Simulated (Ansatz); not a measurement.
The cell below belongs to a search over invented structures; it isn't taken from experiment.

Input and command of a plane-wave DFT calculation in Ansatz:

```yaml
crystal:
  lattice:
    - [4.16506718, 0.0, 0.0]
    - [-2.08253359, 3.60705399, 0.0]
    - [0.0, 0.0, 9.43078226]
  atoms:
    - { symbol: Ge, position: [0.0, 0.0, 0.0] }
    - { symbol: Ge, position: [0.33333333, 0.66666667, 0.10116009] }
    - { symbol: Ge, position: [0.33333333, 0.66666667, 0.89883991] }
    - { symbol: Ge, position: [0.66666667, 0.33333333, 0.89883991] }
    - { symbol: Ge, position: [0.66666667, 0.33333333, 0.10116009] }
    - { symbol: W, position: [0.0, 0.0, 0.33267671] }
    - { symbol: W, position: [0.0, 0.0, 0.66732329] }
basis:
  ecutwfc: 420
kpoints:
  mp_grid: { grid: [5, 5, 2] }
hamiltonian:
  xc: pbe
scf:
  occupations: { method: gaussian, width: 0.2 }
  lower_state_search: "off"
output:
  forces: true
  stress: true
  eigenvalues: true
relax:
  adjacent_minimum: "off"
  f_tol: 0.08
  max_steps: 16
  cell: { stress_tol: 0.8 }
```

```bash
ansatz run input.yaml --threads 1 --pin off --max-ram 2560MiB --backend cpu --events-out ev --progress --plain --runs-dir out
```

Processor: Arm Neoverse V2, 1 thread, on a host shared with other jobs.

Task: How long does it run, and how much memory does it take?

Result: About 2 min, peak memory 0.43 GiB. It solves 59 bands at 10 k points (after reduction by symmetry) with about 2779 plane waves (on the last cell), in 128 SCF iterations over 17 ionic steps, the closing evaluation included.
